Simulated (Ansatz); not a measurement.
ScAlC4N4: start and end of a relaxation

The cell of ScAlC4N4 is invented: stacked square cyanide-bridged sheets (C2/m, No. 12). The dimensions are guesses.

start.xyz

```xyz
10
Lattice="4.1172 -5.1650 0.0000 4.1172 5.1650 0.0000 -0.8774 0.0000 4.0226" Properties=species:S:1:pos:R:3 pbc="T T T"
Sc    4.1172    0.0000    0.0000
Al    0.0000    0.0000    0.0000
C     4.1172    3.2900    0.0000
C     4.1172   -3.2900    0.0000
C     6.1808    0.0000    2.5623
C     1.1761    0.0000    1.4603
N     4.1172    2.1200    0.0000
N     4.1172   -2.1200    0.0000
N     5.4469    0.0000    1.6511
N     1.9100    0.0000    2.3715
```

These are results of DFT PBE, scalar-relativistic, plane waves, PAW (Ansatz 0.2.0), not measurements. Cutoff 420 eV, Gaussian smearing, Γ-centred meshes. Cell and atoms relax first on a coarse mesh and then on a finer one. In between, the cell is made exact in the group found at 0.06 Å. In metals the finer mesh still leaves noise of several meV/atom or more. The steps can't lower the symmetry of their start. No spin polarisation in the relaxation; trial moments died out in a coarse test.

end.xyz

```xyz
10
Lattice="4.3657 -5.3741 0.0000 4.3657 5.3741 0.0000 -0.3539 0.0000 3.4422" Properties=species:S:1:pos:R:3 pbc="T T T"
Sc    4.3657    0.0000    0.0000
Al    0.0000    0.0000    0.0000
C     4.3657    3.3709    0.0000
C     4.3657   -3.3709    0.0000
C     6.6047    0.0000    2.5058
C     1.7729    0.0000    0.9364
N     4.3657    2.2005    0.0000
N     4.3657   -2.2005    0.0000
N     5.6513    0.0000    1.7856
N     2.7263    0.0000    1.6566
```

The symmetry stays C2/m (No. 12). The volume per atom shrinks by 5.6 %, from 17.1 to 16.2 Å³. The shortest distance stays 1.17 Å (C–N). The energy falls by about 0.17 eV/atom (the start's value is from the coarse mesh).

| Property | Result |
| --- | --- |
| Volume per atom | 16.15 Å³ |
| Density | 1.81 g/cm³ |
| Formation energy | −0.02 eV/atom |
| Gap on the 6×6×12 mesh of the 10-atom cell | 0 eV (a metal) |

Formation energies are uncorrected and refer to the elements' standard structures at the same level (N₂ as a molecule). The formation energy is too near zero to say whether this cell lies below the elements.

The last run used Gaussian smearing of 0.10 eV. For metals, differences of a few meV/atom aren't resolved. The reference form of C is held partly by dispersion forces, which this level lacks. Symmetry constrained the relaxation, so the result can be a saddle point. In all, the 4 runs took 4.6 min on 1 thread of Intel(R) Xeon(R) CPU @ 2.80GHz (Skylake/Cascade Lake), on a shared host.
